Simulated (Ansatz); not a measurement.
An element in the diamond structure gives these cold pressures by all-electron LAPW under PBEsol (Ansatz 0.2.0, scalar-relativistic, no spin polarisation).

```csv
V (Å³/atom),P (GPa)
27.52,0.01
24.76,5.96
22.01,17.52
19.26,40.3
16.51,87.5
13.76,191.5
11.01,445.4
```

(1) Which element is it?

## Answers

(1) Ag. Its zero-pressure volume in this structure is near 27.5 Å³/atom; the volume and the steepness of P(V) together point to it, though neighbours can come close. This is the case that was computed; others weren't tested.
